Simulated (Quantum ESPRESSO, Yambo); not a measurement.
## G0W0 results for CaHI

```cif
data_H2Ca2I2
_chemical_formula_sum 'H2 Ca2 I2'
_space_group_name_H-M_alt 'P 1'
_space_group_IT_number 1
_cell_length_a 4.02334
_cell_length_b 4.02334
_cell_length_c 9.34313
_cell_angle_alpha 90.000
_cell_angle_beta 90.000
_cell_angle_gamma 90.000
loop_
_space_group_symop_operation_xyz
  'x, y, z'
loop_
_atom_site_label
_atom_site_type_symbol
_atom_site_fract_x
_atom_site_fract_y
_atom_site_fract_z
_atom_site_occupancy
H1 H 0.50000 0.50000 0.00000 1
H2 H 0.00000 0.00000 0.00000 1
Ca1 Ca 0.00000 0.50000 0.13019 1
Ca2 Ca 0.50000 0.00000 0.86981 1
I1 I 0.00000 0.50000 0.69979 1
I2 I 0.50000 0.00000 0.30021 1
```

The geometry is that of Materials Project entry mp-24204, symmetrised and not relaxed again.

Starting point: norm-conserving LDA (Quantum ESPRESSO, 74 Ry, scalar-relativistic). G0W0 in Yambo: 4×4×1 Γ-centred k mesh, 270 bands and a 8 Ry block in the screening, 270 bands in G with the Bruneval-Gonze terminator, plasmon pole fitted at 27.2 eV.

```yaml
LDA gap along the band path: 3.27 eV
LDA gap between the mesh's edge points (X → M): 3.51 eV
G0W0 gap between the same points: 5.40 eV
LDA smallest direct gap on the mesh (at Γ): 3.85 eV
G0W0 direct gap at that point: 6.20 eV
estimate of the fundamental G0W0 gap (path gap plus the correction; the mesh misses a band edge): 5.16 eV
```

```tsv
k point	band	E LDA (eV)	E QP (eV)	shift (eV)	Z
Γ	VB	-0.10	-1.24	-1.14	0.80
Γ	CB	3.75	4.96	1.21	0.82
X	VB	0.00	-1.09	-1.09	0.80
X	CB	4.05	5.25	1.20	0.81
M	VB	-0.95	-2.06	-1.11	0.80
M	CB	3.51	4.31	0.80	0.82
```

Energies count from the LDA valence-band maximum.

Nearest settings tried, and what they do to the gap: 207 bands in W, 207 bands in G: -12 meV; 6 Ry block (257 vectors against 413): -73 meV; 2×2×1 mesh: -17 meV. So the settings aren't converged at that level. The k mesh is coarse.

Without spin-orbit coupling, band edges of such heavy elements can be off by tenths of an eV.

The distance between layers or molecules is the database entry's, not relaxed here. Functionals without dispersion can leave it too large, which widens gaps and weakens the response across layers: the numbers belong to this cell.
